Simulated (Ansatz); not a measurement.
The elements of this relaxed trial crystal are hidden behind letters.

```
lattice vectors (Å)
   0.0000    3.7783    3.7783
   3.7783    0.0000    3.7783
   3.7783    3.7783    0.0000
fractional positions
X 0.1250 0.1250 0.1250
X 0.6250 0.1250 0.1250
X 0.1250 0.1250 0.6250
X 0.1250 0.6250 0.1250
Z 0.5000 0.5000 0.5000
Z 0.7500 0.7500 0.7500
```

Theory: Ansatz, DFT PBE, scalar-relativistic, plane waves, PAW. Plane waves to 420 eV, a 10×10×10 mesh through Γ for the 6-atom cell and 0.10 eV Gaussian smearing; no spin polarisation.

```
Space group                                 : Fd-3m (No. 227)
Conventional cell                           : a = 7.557 Å
Volume per atom                             : 17.98 Å³
Density                                     : 3.89 g/cm³
Formation energy                            : −0.10 eV/atom
Gap on the 10×10×10 mesh of the 6-atom cell : 0 eV (a metal)
```

Energies are uncorrected and count from the elements' standard states at the same level.

Question: X is an s-block element of period 2 and Z is a d-block element of period 5. Which elements are they?

Answer: X = Li, Z = Cd, so the formula is Li2Cd, here in the cubic Laves (C15) type. Density times volume gives a mean mass of 3.89 × 17.98/1.6605 = 42.1 u per atom, and this set has 42.1 u. Li has 6 Li at 2.67 Å and 6 Cd at 3.13 Å; around Cd lie 12 Li at 3.13 Å and 4 Cd at 3.27 Å. Other sets within the hints have nearly the same mass, so mass alone doesn't settle it; this one was computed.

A structure relaxed within its symmetry needn't be a true minimum.
